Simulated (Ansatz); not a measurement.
This run works on a generated trial structure, not on a known crystal.

Input and command of a plane-wave DFT calculation in Ansatz:

```yaml
crystal:
  lattice:
    - [3.058347199, -0.048537932, -0.0585485785]
    - [-1.4492553055, 5.2724923025, 0.1040711416]
    - [-1.3920872697, -2.1659434056, 7.1094091397]
  atoms:
    - { symbol: Mg, position: [0.8131096249, 0.079654775, 0.9078412237] }
    - { symbol: Mg, position: [0.2296081905, 0.7162648742, 0.1057758158] }
    - { symbol: Mg, position: [0.6239724682, 0.3257149078, 0.2860530881] }
    - { symbol: Mg, position: [0.0318140484, 0.9086077241, 0.5135153285] }
    - { symbol: Mg, position: [0.402681082, 0.4658820522, 0.6998838483] }
    - { symbol: O, position: [0.732144616, 0.1705417168, 0.6535967357] }
basis:
  ecutwfc: 420
kpoints:
  mp_grid: { grid: [12, 6, 6] }
hamiltonian:
  xc: pbe
scf:
  occupations: { method: gaussian, width: 0.1 }
output:
  forces: true
  stress: true
  eigenvalues: true
relax:
  adjacent_minimum: "off"
  f_tol: 0.01
  max_steps: 80
  cell: { stress_tol: 0.05 }
```

```bash
ansatz run input.yaml --threads 1 --pin off --max-ram 2560MiB --backend cpu --events-out ev --progress --plain --runs-dir out
```

Processor: Intel(R) Xeon(R) 6975P-C (Granite Rapids), 1 thread, on a host shared with other jobs.

Estimate time, memory and problem size.

About 110 s, peak memory 0.83 GiB. It solves 34 bands at 220 k points (after reduction by symmetry) with about 2217 plane waves (on the last cell), in 24 SCF iterations over 4 ionic steps.
